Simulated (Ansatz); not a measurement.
AgI (NiAs type, space group No. 194), the program Ansatz at the PBEsol level (PAW). The conduction-band minimum lies at Γ, with 1 equivalent valley. Second derivatives d²E/dk² of the lowest band at one valley (eV·Å²), along Cartesian directions:

| direction | d²E/dk² |
|---|---|
| [100] | 53.68 |
| [010] | 53.68 |
| [001] | 56.21 |
| [110] | 53.68 |
| [101] | 54.96 |
| [011] | 54.96 |

### Question
Find the principal effective masses, the density-of-states mass and the conductivity mass.

### Answer
Off-diagonal terms follow from H_xy = H[110] − (H_xx + H_yy)/2, and m*/mₑ = 7.620 eV·Å² over each eigenvalue: 0.14, 0.14, 0.14. One valley's DOS mass (m₁m₂m₃)^(1/3) = 0.14, conductivity mass 3/(Σ 1/mᵢ) = 0.14 mₑ.

### Question
What effective density of states Nc follows at 300 K for parabolic valleys?

### Answer
Nc = 2.509e19 × 1 × (0.14)^(3/2) ≈ 1.3e18 cm⁻³.

### Question
With the computed static dielectric constant 32.8 (mean of the diagonal), estimate a hydrogenic donor's binding energy and radius.

### Answer
E = 13.606 eV × 0.14/32.8² ≈ 1.8 meV; a = 0.529 Å × ε/m* ≈ 120 Å. Semilocal masses tend to be too small where the gap is.

Space group P6_3/mmc (NiAs type). The start of the workflow was typed in or built on a structure type; neither database checked (COD, Materials Project) lists it. It is not the phase usual at ambient conditions (space group No. 186, 216). The cell was relaxed with PBEsol under the symmetry of its start; of distortions, only those at the zone centre were tested. No spin polarisation was allowed. Spin–orbit coupling is left out wherever it is not named.

Potentials: the later of the program's two PAW sets.
